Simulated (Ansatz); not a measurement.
CuCl in space group Pnma (No. 62; Cu on 4c, Cl on 4c), DFT-PBEsol in the program Ansatz with PAW potentials. The conduction-band minimum lies at Γ, with 1 equivalent valley. Second derivatives d²E/dk² of the lowest band at one valley (eV·Å²), along Cartesian directions:

| direction | d²E/dk² |
|---|---|
| [100] | 16.55 |
| [010] | 27.62 |
| [001] | 16.98 |
| [110] | 22.09 |
| [101] | 16.76 |
| [011] | 22.30 |

Question: Find the principal effective masses, the density-of-states mass and the conductivity mass.

Answer: Off-diagonal terms follow from H_xy = H[110] − (H_xx + H_yy)/2, and m*/mₑ = 7.620 eV·Å² over each eigenvalue: 0.28, 0.45, 0.46. One valley's DOS mass (m₁m₂m₃)^(1/3) = 0.38, conductivity mass 3/(Σ 1/mᵢ) = 0.37 mₑ.

Question: What effective density of states Nc follows at 300 K for parabolic valleys?

Answer: Nc = 2.509e19 × 1 × (0.38)^(3/2) ≈ 5.9e18 cm⁻³.

The start of the workflow was typed in or built on a structure type; neither database checked (COD, Materials Project) lists it. It is not the phase usual at ambient conditions (space group No. 216). Symmetry was held in the PBEsol relaxation; of distortions, only those at the zone centre were tested, and some modes there are weakly imaginary. The workflow began spin-polarised and lost its moments.

Potentials: the later of the program's two PAW sets.

Edges and masses are those of Kohn–Sham bands, whose gap is no quasiparticle gap.
